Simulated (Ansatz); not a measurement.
Density of states of a ScAl$_{9}$ cell (a random packing after short dynamics, relaxed), per eV and atom, broadened by Gaussian smearing of width 0.1 eV and averaged over bins of 0.2 eV, from 8 eV under the Fermi level at most up to where the solved bands end.

Method: DFT PBE, scalar-relativistic, plane waves, PAW (Ansatz).

Plane waves to 420 eV, a k mesh through Γ of 4×5×5 on the computed 20-atom cell and Gaussian smearing (0.10 eV); no spin polarisation.

```xyz
20
Lattice="8.1635 0.0368 -0.0323 0.0300 6.3417 -0.0405 -0.0118 -0.0380 6.6655" Properties=species:S:1:pos:R:3 pbc="T T T"
Al    4.3904    4.6916    3.5301
Al    2.2479    2.8803    2.8842
Al    4.2570    6.0095    6.2865
Al    4.2351    3.4893    0.8871
Al    2.1577    4.0797    5.6152
Al    6.3117    1.6520    0.2145
Al    6.1441    0.4114    4.2368
Al    2.2254    5.3491    1.5543
Al    0.1913    3.4649    0.9055
Al    2.1919    1.6395    0.2285
Al    0.2137    0.9865    2.1841
Al    4.2567    2.2956    4.9530
Al    0.1760    6.0590    6.2047
Al    6.3063    4.1175    5.5960
Al    0.1234    2.1859    4.9150
Al    6.2784    2.8077    2.8141
Al    6.3079    5.4354    1.4402
Al    4.2286    0.9859    2.1711
Sc    0.0570    4.7625    3.5293
Sc    2.3147    0.3040    4.2704
```

```csv
E − E_F (eV),total,Al 3p,Al 3s,Sc 3d,Sc 4s
-7.95,0.247,0.152,0.087,0.003,0.004
-7.75,0.253,0.155,0.089,0.003,0.005
-7.55,0.173,0.106,0.060,0.002,0.003
-7.35,0.135,0.084,0.046,0.002,0.002
-7.15,0.214,0.134,0.072,0.004,0.003
-6.95,0.241,0.151,0.081,0.004,0.003
-6.75,0.277,0.176,0.090,0.005,0.003
-6.55,0.294,0.185,0.096,0.005,0.005
-6.35,0.248,0.156,0.082,0.004,0.004
-6.15,0.182,0.113,0.060,0.004,0.003
-5.95,0.209,0.131,0.068,0.005,0.002
-5.75,0.263,0.163,0.087,0.007,0.003
-5.55,0.335,0.208,0.112,0.009,0.004
-5.35,0.280,0.175,0.089,0.007,0.005
-5.15,0.384,0.244,0.119,0.011,0.006
-4.95,0.261,0.166,0.082,0.008,0.002
-4.75,0.232,0.140,0.079,0.009,0.002
-4.55,0.340,0.206,0.112,0.013,0.004
-4.35,0.345,0.214,0.107,0.014,0.005
-4.15,0.310,0.196,0.089,0.016,0.005
-3.95,0.282,0.182,0.080,0.014,0.003
-3.75,0.316,0.212,0.081,0.016,0.003
-3.55,0.420,0.288,0.101,0.023,0.003
-3.35,0.372,0.252,0.092,0.019,0.004
-3.15,0.462,0.309,0.115,0.027,0.005
-2.95,0.366,0.244,0.088,0.024,0.005
-2.75,0.284,0.189,0.065,0.022,0.003
-2.55,0.315,0.210,0.070,0.028,0.003
-2.35,0.448,0.308,0.089,0.040,0.004
-2.15,0.441,0.297,0.090,0.042,0.005
-1.95,0.447,0.285,0.100,0.047,0.006
-1.75,0.433,0.278,0.094,0.047,0.005
-1.55,0.383,0.237,0.085,0.048,0.005
-1.35,0.351,0.208,0.081,0.047,0.005
-1.15,0.439,0.259,0.101,0.061,0.006
-0.95,0.413,0.252,0.086,0.057,0.005
-0.75,0.443,0.263,0.092,0.069,0.005
-0.55,0.502,0.290,0.102,0.086,0.006
-0.35,0.483,0.270,0.099,0.090,0.006
-0.15,0.496,0.272,0.096,0.102,0.006
0.05,0.468,0.249,0.090,0.101,0.006
0.25,0.418,0.214,0.078,0.099,0.006
```

The columns after the total are the largest Löwdin projections on the valence shells of the potentials, so they needn't add up, and the weight of a shell that a potential lacks goes to other orbitals. The cell has no gap on the mesh.

Spin polarisation was left out, and a magnetic state may lie lower.

Cost: 2 runs of about 8.5 core-minutes in all (earlier runs that led there not counted), on Intel Xeon Processor @ 2.50GHz (Skylake/Cascade Lake) (shared hosts).